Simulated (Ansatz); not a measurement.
Tl:
```xyz
2
Lattice="-3.1081 3.1081 1.6352 3.1081 -3.1081 1.6352 3.1081 3.1081 -1.6352" Properties=species:S:1:pos:R:3 pbc="T T T"
Tl     0.0000     3.1081     0.8176
Tl     0.0000     0.0000     0.0000
```

Relaxed with r²SCAN. Special points in fractions of this cell's reciprocal vectors: Γ (0.000, 0.000, 0.000); X (0.000, 0.000, 0.500); M (-0.500, 0.500, 0.500); Z (0.319, 0.319, -0.319); Z0 (-0.319, 0.681, 0.319); P (0.250, 0.250, 0.250); N (0.000, 0.500, 0.000).

List the band energies nearest the Fermi level at these points for the program Ansatz at the r²SCAN with spin–orbit coupling level (PAW).

In eV from the Fermi level; about four levels below and three above (degenerate sets whole), none deeper than 8.9 eV; points with the same levels are listed once.

```csv
k,below,above
Γ,-3.23 -3.23 -0.83 -0.83,0.32 0.32 5.34 5.34
X,-7.72 -7.72 -7.72 -7.72,2.20 2.20 2.20 2.20
M,-2.95 -2.95 -2.95 -2.95,7.41 7.41 7.41 7.41
Z,-0.82 -0.82 -0.39 -0.39,4.15 4.15 7.51 7.51
P,-1.67 -1.67 -1.50 -1.50,4.67 4.67 5.12 5.12
N,-1.01 -1.01 -0.22 -0.22,1.24 1.24 4.27 4.27
```

Space group I4_1/amd (β-Sn type). A made-up cell: these elements were put on the sites of a structure type; neither database checked (COD, Materials Project) lists it. It is not the phase usual at ambient conditions (space group No. 194). The r²SCAN relaxation kept the symmetry of its start; of distortions, only those at the zone centre were tested.

Potentials: the later of the program's two PAW sets.
